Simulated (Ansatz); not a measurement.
Tl₃GaF₆:
```yaml
crystal:
  lattice:
    - [0.00000, 4.47339, 4.47339]
    - [4.47339, 0.00000, 4.47339]
    - [4.47339, 4.47339, 0.00000]
  atoms:
    - { symbol: Tl, position: [0.25000, 0.25000, 0.25000] }
    - { symbol: Tl, position: [0.75000, 0.75000, 0.75000] }
    - { symbol: Tl, position: [0.50000, 0.50000, 0.50000] }
    - { symbol: Ga, position: [0.00000, 0.00000, 0.00000] }
    - { symbol: F, position: [0.78891, 0.21109, 0.21109] }
    - { symbol: F, position: [0.21109, 0.78891, 0.78891] }
    - { symbol: F, position: [0.21109, 0.78891, 0.21109] }
    - { symbol: F, position: [0.78891, 0.21109, 0.78891] }
    - { symbol: F, position: [0.21109, 0.21109, 0.78891] }
    - { symbol: F, position: [0.78891, 0.78891, 0.21109] }
```

Relaxed with r²SCAN+D4. Special points in fractions of this cell's reciprocal vectors: Γ (0.000, 0.000, 0.000); X (0.500, 0.000, 0.500); U (0.625, 0.250, 0.625); K (0.375, 0.375, 0.750); L (0.500, 0.500, 0.500); W (0.500, 0.250, 0.750).

List the band energies nearest the valence-band maximum at these points for r²SCAN+D4 with spin–orbit coupling (plane waves, PAW; program Ansatz).

In eV from the valence-band maximum; about four levels below and three above (degenerate sets whole), none deeper than 8.9 eV; points with the same levels are listed once.

| k | below | above |
|---|---|---|
| Γ | -2.23 -2.23 -2.23 -2.23 -0.94 -0.94 | 4.29 4.29 4.52 4.52 |
| X | -1.59 -1.59 0.00 0.00 | 3.55 3.55 3.90 3.90 |
| U | -1.66 -1.66 -0.04 -0.04 | 3.42 3.42 3.95 3.95 |
| L | -1.82 -1.82 -0.41 -0.41 | 3.85 3.85 4.46 4.46 |
| W | -1.69 -1.69 -0.01 -0.01 | 3.25 3.25 4.18 4.18 |

Space group Fm-3m. The workflow started from a Materials Project entry (that database holds measured and hypothetical structures alike); the Crystallography Open Database copy checked does not list it. Whether it is the stable phase at ambient conditions was not checked. The cell was relaxed with r²SCAN+D4 under the symmetry of its start; whether a distortion lowers the energy is not shown.

Potentials: the later of the program's two PAW sets.
